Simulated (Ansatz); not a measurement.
Input:

C:
```xyz
1
Lattice="0.0000 1.5051 1.5051 1.5051 0.0000 1.5051 1.5051 1.5051 0.0000" Properties=species:S:1:pos:R:3 pbc="T T T"
C      0.0000     0.0000     0.0000
```

This is the LDA-relaxed structure.

Problem. All from LDA in the plane-wave PAW code Ansatz, unless another level is named. Predict the electronic character.

Solution. metallic (no gap).

Problem. Next, the density of states at the Fermi level?

Solution. 0.37 states/eV per atom (mean over ±0.08 eV).

Space group Fm-3m (fcc (Cu type)). The start of the workflow was typed in or built on a structure type; neither database checked (COD, Materials Project) lists it. It is not the phase usual at ambient conditions (space group No. 194, 227). The LDA relaxation kept the symmetry of its start. At this level the phase is mechanically unstable. The volume moved by -40 % from the start of the relaxation.

Potentials: the later of the program's two PAW sets.
